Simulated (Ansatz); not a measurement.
TlHg3:
```
TlHg3
1.0
    4.65479     0.00000     0.00000
    0.00000     4.65479     0.00000
    0.00000     0.00000     4.65479
Hg Tl
3 1
Direct
  0.00000   0.50000   0.50000
  0.50000   0.00000   0.50000
  0.50000   0.50000   0.00000
  0.00000   0.00000   0.00000
```

Relaxed with PBEsol. Special points in fractions of this cell's reciprocal vectors: Γ (0.000, 0.000, 0.000); X (0.000, 0.500, 0.000); M (0.500, 0.500, 0.000); R (0.500, 0.500, 0.500).

### Question
List the band energies nearest the Fermi level at these points for the program Ansatz at the PBEsol with spin–orbit coupling level (PAW).

### Answer
In eV from the Fermi level; about four levels below and three above (degenerate sets whole), none deeper than 8.9 eV; … stands for higher levels left out; points with the same levels are listed once.

| k | below | above |
|---|---|---|
| Γ | -0.16 -0.16 -0.16 -0.16 | 5.14 5.14 5.36 5.36 5.36 5.36 |
| X | -1.38 -1.38 -0.15 -0.15 | 1.17 1.17 1.77 1.77 |
| M | -3.92 -3.92 -3.90 -3.90 | 2.61 2.61 2.79 2.79 |
| R | -2.08 -2.08 -2.08 -2.08 -1.61 -1.61 | 9.15 9.15 … |

Space group Pm-3m (Cu3Au type). The workflow started from an entry of the Crystallography Open Database (COD). Its standing as an ambient phase is unchecked. The PBEsol relaxation kept the symmetry of its start; whether a distortion lowers the energy is not shown.

Potentials: the later of the program's two PAW sets.
